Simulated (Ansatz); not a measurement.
Input:

AlCl$_{3}$:
```xyz
8
Lattice="2.9227 5.0583 0.0000 -2.9227 5.0583 0.0000 -1.8904 0.0000 5.6829" Properties=species:S:1:pos:R:3 pbc="T T T"
Al     0.0000     1.6850     0.0000
Al     0.0000     8.4316     0.0000
Cl     0.1926     5.0583     4.3575
Cl    -2.0830     5.0583     1.3254
Cl     1.0365     6.8523     1.3141
Cl    -2.9269     3.2643     4.3688
Cl    -2.9269     6.8523     4.3688
Cl     1.0365     3.2643     1.3141
```

This is the LDA-relaxed structure. Cartesian axes are those of the cell as given.

**Question.** All from the program Ansatz at the LDA level (PAW), unless another level is named. Predict the Born charges (a third of the trace).

**Answer.** Al +2.85, Cl -0.95 e.

**Question.** Give the static dielectric constant ε0 (ions relaxed, cell fixed).

**Answer.** 6.64 (xx), 6.64 (yy), 3.72 (zz).

**Question.** What about the electronic dielectric constant ε∞ (DFPT)?

**Answer.** 3.44 (xx), 3.44 (yy), 3.07 (zz).

Space group C2/m. The workflow started from a Materials Project entry (that database holds measured and hypothetical structures alike); the Crystallography Open Database files this formula in space group No. 12, but the cells were not matched. Whether it is the stable phase at ambient conditions was not checked. The cell was relaxed with LDA under the symmetry of its start; whether a distortion lowers the energy is not shown. A crystal of weakly bound layers computed without a dispersion correction: the cell and the soft elastic constants depend strongly on that.

Potentials: the earlier of the program's two PAW sets. The files were generated under PBE; for other functionals the program regenerates the frozen cores, and for LDA and PBEsol the local potential too.
